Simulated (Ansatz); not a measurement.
**Data sheet: AlRu2C (DFT)**

AlRu2C:
```xyz
8
Lattice="2.9044 0.0000 0.0000 -1.4522 2.5153 0.0000 0.0000 0.0000 13.3586" Properties=species:S:1:pos:R:3 pbc="T T T"
Al     1.4522     0.8384     3.3396
Al     0.0000     1.6769    10.0189
Ru     0.0000     1.6769     5.4097
Ru     1.4522     0.8384     7.9489
Ru     1.4522     0.8384    12.0889
Ru     0.0000     1.6769     1.2696
C      0.0000     0.0000     6.6793
C      0.0000     0.0000     0.0000
```

Space group P6_3/mmc (No. 194); conventional cell a = 2.9044 Å, b = 2.9044 Å, c = 13.3586 Å, α = 90.00°, β = 90.00°, γ = 120.00°.

Method: PBE in the plane-wave PAW code Ansatz. Geometry: relaxed at this level of theory. Other levels are named where they apply.

### Cell and energy

- Volume per atom = 12.20 Å³
- Density = 8.21 g/cm³
- Formation energy from the elements (no fitted shifts) = 0.064 eV/atom

### Electronic structure

- Electronic character: metallic (no gap)
- Density of states at the Fermi level: 0.74 states/eV per atom (mean over ±0.08 eV)
- Gap with spin–orbit coupling: none (metallic)

The start of the workflow was typed in or built on a structure type; neither database checked (COD, Materials Project) lists it. Whether it is the stable phase at ambient conditions was not checked. The cell was relaxed with PBE under the symmetry of its start; whether a distortion lowers the energy is not shown. No spin polarisation was allowed. The references are the lowest solids computed at this level, not always the standard phases. Spin–orbit coupling is left out wherever it is not named.

Potentials: the earlier of the program's two PAW sets.
